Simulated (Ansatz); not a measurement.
Trial structure of BaZn2O6, not yet relaxed:

```cif
data_structure
_symmetry_space_group_name_H-M 'Fm-3m'
_symmetry_Int_Tables_number 225
_cell_length_a 8.2975
_cell_length_b 8.2975
_cell_length_c 8.2975
_cell_angle_alpha 90.000
_cell_angle_beta 90.000
_cell_angle_gamma 90.000
_cell_volume 571.28
loop_
_atom_site_label
_atom_site_type_symbol
_atom_site_symmetry_multiplicity
_atom_site_Wyckoff_symbol
_atom_site_fract_x
_atom_site_fract_y
_atom_site_fract_z
_atom_site_occupancy
Ba1 Ba 4 a 0.00000 0.00000 0.00000 1
Zn1 Zn 8 c 0.25000 0.25000 0.75000 1
O1 O 24 d 0.00000 0.75000 0.75000 1
```

The calculation used Ansatz 0.2.0, DFT PBE, scalar-relativistic, plane waves, PAW. Plane waves to 420 eV, a k mesh through Γ of 4×4×4 on the computed 9-atom cell and Gaussian smearing (0.10 eV); collinear spin from starting moments 0.0 0.0 0.0 1.0 1.0 1.0 1.0 1.0 1.0 μB.

Formation energies are uncorrected and refer to the elements' standard structures at the same level (O₂ as a molecule).

Question: Estimate its pressure, forces and energy as it stands.

Answer: The pressure is -4.4 GPa (it wants to contract), the largest force is 0.00 eV/Å (symmetry fixes the atoms), and the energy is −0.58 eV/atom against the elements. The shortest distance is 2.07 Å.

Question: Is it a good guess?

Answer: A good one: relaxing gains under 0.1 eV/atom (the start's value is from the coarse mesh, so the gain is rough) in 7 ionic steps and ends at −0.60 eV/atom on the finer mesh. The symmetry stays Fm-3m (No. 225). The volume per atom shrinks by 6.9 %, from 15.9 to 14.8 Å³. The shortest distance goes from 2.07 Å (Zn–O) to 2.03 Å (Zn–O). Conventional cell: a = 8.101 Å. Ba is surrounded by 12 O at 2.86 Å and 8 Zn at 3.51 Å; around Zn lie 6 O at 2.03 Å and 4 Ba at 3.51 Å; around O lie 2 Zn at 2.03 Å, 2 Ba at 2.86 Å and 8 O at 2.86 Å.

The last run used collinear spin, an 8×8×8 mesh for its 9-atom cell and Gaussian smearing of 0.10 eV. The magnetic state reached may not be the lowest. The relaxation can't lower the symmetry of the start, and the grade says only how near the guess is to its own end. Symmetry constrained the relaxation, so the result can be a saddle point.
